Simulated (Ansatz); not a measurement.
**Calculated coordination and ²H quadrupole coupling for PH6NO4**

Cell: a computed structure from the Materials Project (it need not be an observed phase).

Space group I-42d (No. 122); a = 7.3873, c = 7.9485 Å.

| site | Wyckoff | site symmetry | x | y | z |
| --- | --- | --- | --- | --- | --- |
| H1 | 16e | 1 | 0.3854 | 0.5195 | 0.0739 |
| H7 | 8d | .2. | 0.2500 | 0.3547 | 0.3750 |
| P | 4a | -4.. | 0.0000 | 0.5000 | 0.2500 |
| N | 4b | -4.. | 0.0000 | 0.0000 | 0.5000 |
| O | 16e | 1 | 0.3488 | 0.9124 | 0.6407 |

One atom of each set is listed; the run and its k-mesh use a cell of 24 atoms with edges of 6.56, 6.56, 6.56 Å.

The numbers come from a DFT calculation in Ansatz (PBE, plane waves and PAW, scalar-relativistic, 420 eV cutoff, Γ-centred 5×5×5 k-points, Fermi–Dirac smearing 0.02 eV).

Q(²H) = 2.858 mb.

Question: Order the H environments from the weakest to the strongest quadrupole coupling.
A. H1: 1 N at 1.04 Å; also 1 O at 1.88 Å
B. H7: 2 O at 1.21 Å, angle 176°

Answer: B (0.037 MHz, η = 0.24), A (0.184 MHz, η = 0.03).

At H7 V_zz points along the line of its two bonds (within 2°). At H1 V_zz points along its bond to N (within 2°). Like point charges on the first shell alone (each adding as 1/d³) would put H7 above H1: the kind of neighbour, the covalent part of each bond and the atoms beyond the first shell count as well.

The lattice is static: at room temperature ammonium may turn and average the couplings of its hydrogen.
